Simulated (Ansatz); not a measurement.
# Structure relaxation of Ti

Computed with Ansatz 0.2.0, DFT r2SCAN, scalar-relativistic, plane waves, PAW.

The start is a database structure of Ti, space group P6/mmm (No. 191).

The final relaxation ran on this input, with the default PAW datasets:

```yaml
crystal:
  lattice:
    - [4.5673748306, 0.0, 0.0]
    - [-2.2836874153, 3.9554626319, 0.0]
    - [0.0, 0.0, 2.82624427]
  atoms:
    - { symbol: Ti, position: [0.0, 0.0, 0.0] }
    - { symbol: Ti, position: [0.33333333, 0.66666667, 0.5] }
    - { symbol: Ti, position: [0.66666667, 0.33333333, 0.5] }
basis:
  ecutwfc: 500
kpoints:
  mp_grid: { grid: [12, 12, 16] }
hamiltonian:
  xc: r2scan
scf:
  occupations: { method: gaussian, width: 0.1 }
output:
  forces: true
  stress: true
  eigenvalues: true
relax:
  adjacent_minimum: "off"
  f_tol: 0.01
  max_steps: 80
  cell: { stress_tol: 0.05 }
```

It can be run as:

```bash
ansatz run input.yaml --threads 1 --pin off --backend cpu --events-out ev --progress --plain --runs-dir out  # memory cap (--max-ram) not shown
```

The program printed at the end:

```
SCF converged after 5 iterations
Free energy (F): -7513.164907 eV
Harris-Foulkes:  -7513.164907 eV  (|F-HF|=0.00e0)
Internal energy: -7513.153464 eV  (E = F + TS)
E sigma→0 (E₀):  -7513.159186 eV
Entropy (-TS):   -0.011442 eV (-3.814 meV/atom)
Fermi energy:    13.624772 eV
--- Per-component energies (eV) ---
  E_band       = -501.752890
  E_kinetic    = 818.401911
  E_local      = -2403.895281  (includes V_loc(G=0)·N_el)
  E_nonlocal   = 22.147178
  E_hartree    = 986.843332
  E_xc         = -278.956887
  E_vxc        = -398.693129  (∫ρ·V_xc dr)
  E_paw        = -3170.442690  (= ΣΔE_a)
  E_vpaw       = -540.786526  (= ΣTr[D̂ρ^β])
  E_aug_tail   = 0.000292  (compensation charges beyond the density's cutoff)
  E_vtau       = 27.385968  (kinetic-family band-sum trace: ∫τ·v_τ [+ j·A + Jᵃ·Aᵃ] dr)
  E_ewald      = -3486.490948
  E_core_change = -0.760371  (= ΣΔE_core)
  E_smearing   = -0.011442  (= −TS)
  E_closure    =  0.000000  (closes the sum)
  Σ components = -7513.164907   (vs F -7513.164907, Δ=0.00e0)
--- Forces (eV/Å), atoms counted from 1 ---
  atom   1  Ti     0.00000000     0.00000000     0.00000000
  atom   2  Ti     0.00000000     0.00000000     0.00000000
  atom   3  Ti     0.00000000     0.00000000     0.00000000
  max |Σ_I F_I| component: 3.16e-30 eV/Å
--- Stress (GPa, compression-positive) ---
        0.005085       0.000000       0.000000
        0.000000       0.005085       0.000000
        0.000000       0.000000       0.000700
  P = ⅓ Tr σ = 0.0036 GPa (0.036 kbar)
--- Relaxed structure (3 steps of the walk, 3 accepted, 1 SCFs on fresh bases) ---
  F+E_penalty+E_count = -7513.16490689 eV   max|allowed force component| = 2.961e-16 eV/Å   (the final SCF, on the basis selected at the relaxed cell)
  cell:  # Å, volume = 51.0443 Å³
    - [4.568223, 0.0, 0.0]
    - [-2.284112, 3.956197, 0.0]
    - [0.0, 0.0, 2.824370]
  atoms:
    - { symbol: Ti, position: [0.000000, 0.000000, 0.0] }
    - { symbol: Ti, position: [0.333333, 0.666667, 0.5] }
    - { symbol: Ti, position: [0.666667, 0.333333, 0.5] }
```

Absolute energies hang on the potentials; compare differences alone.

The result has space group P6/mmm (No. 191). Around Ti on Wyckoff site a (1 atom of the primitive cell) lie 14 Ti at 2.82–2.99 Å; Ti on Wyckoff site d (2 atoms of the primitive cell) is coordinated by 3 Ti at 2.64 Å, 2 Ti at 2.82 Å and 6 Ti at 2.99 Å.

Symmetry constrained the relaxation, so the result can be a saddle point.